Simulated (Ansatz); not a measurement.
Relaxed-ion elastic tensor of C in space group P6_122 (No. 178; C on 6b) in GPa (Voigt order), DFT-PBEsol in the program Ansatz with PAW potentials; density 3.25 g/cm³, 6.13 Å³ per atom.

```
930  187  134  0.0  0.0  0.0
187  930  134  0.0  0.0  0.0
134  134  861  0.0  0.0  0.0
0.0  0.0  0.0  499  0.0  0.0
0.0  0.0  0.0  0.0  499  0.0
0.0  0.0  0.0  0.0  0.0  372
```

**Question.** Is the crystal mechanically stable?

**Answer.** Yes: the smallest eigenvalue of C is 372 GPa.

**Question.** Work out the Voigt, Reuss and Hill averages.

**Answer.** K_V = 403, K_R = 402, K_H = 403; G_V = 425, G_R = 417, G_H = 421 GPa.

**Question.** Give Young's modulus, Poisson's ratio, Pugh's ratio and the universal anisotropy index.

**Answer.** E = 9KG/(3K + G) = 937 GPa; ν = 0.11; K/G = 0.96 (brittle by the Pugh limit of 1.75); A_U = 5G_V/G_R + K_V/K_R − 6 = 0.11.

**Question.** Estimate the sound speeds and the Debye temperature.

**Answer.** v_l = √((K + 4G/3)/ρ) = 17200 m/s, v_t = √(G/ρ) = 11400 m/s, mean 12500 m/s; Θ = (h/k)(3n/4πV)^(1/3) v_m = 2030 K.

**Question.** How much does each axis shrink under pressure?

**Answer.** Linear compressibilities β_i = Σ_j S_ij (j = 1 to 3): x 0.79, y 0.79, z 0.92 per TPa.

The start of the workflow was typed in or built on a structure type; neither database checked (COD, Materials Project) lists it. It is not the phase usual at ambient conditions (space group No. 194, 227). The cell was relaxed with PBEsol under the symmetry of its start; its stability against distortions is not shown here.

Potentials: the later of the program's two PAW sets.
